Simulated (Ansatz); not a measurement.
SrMg: why energy differences converge before total energies

Theory: DFT PBEsol, scalar-relativistic, plane waves, PAW in Ansatz 0.2.0.

```
CELL_PARAMETERS angstrom
3.90000 0.00000 0.00000
0.00000 3.90000 0.00000
0.00000 0.00000 3.90000
ATOMIC_POSITIONS crystal
Sr 0.50000 0.50000 0.50000
Mg 0.00000 0.00000 0.00000
```

The Γ-centred k-mesh is 12×12×12 and the occupation rule is Gaussian smearing, 0.1 eV. The spin treatment is unpolarised.

A second cell has all atoms moved and the lattice slightly strained:

```yaml
crystal:
  lattice:
    - [3.80840, -0.00095, 0.03262]
    - [-0.00095, 3.88923, 0.00868]
    - [0.03262, 0.00868, 3.88560]
  atoms:
    - { symbol: Sr, position: [0.49455, 0.53423, 0.51124] }
    - { symbol: Mg, position: [0.00701, 0.97502, 0.98086] }
```

It ran on a 8×8×8 mesh, another than the first cell's, which shifts the difference by nearly the same amount at every cutoff. Both were run at several values of the cutoff; energies per atom at zero smearing, errors against the largest value (420 eV), which isn't proved converged itself.

```json
{"cutoff": "250 eV", "error, first cell (meV)": "125.52", "error, second cell (meV)": "125.39"}
{"cutoff": "300 eV", "error, first cell (meV)": "12.03", "error, second cell (meV)": "11.98"}
{"cutoff": "350 eV", "error, first cell (meV)": "0.78", "error, second cell (meV)": "0.81"}
```

Question: At the largest value the second cell lies 92.03 meV/atom above the first. What is the error of that difference at each value, and where does each quantity come within 1 meV/atom?

Answer: The error of the difference is the second cell's error less the first's:
```
cutoff difference (meV) its error (meV)
250 eV             91.90            -0.13
300 eV             91.98            -0.04
350 eV             92.06             0.03
```

The first cell's total energy stays within 1 meV/atom from 350 eV on, the difference from 250 eV on. Most of the error cancels, by a factor of about 274 in the median. A missing short wave mostly misdescribes the region near each nucleus, which both cells share; what doesn't cancel comes largely from the change of volume and bonding.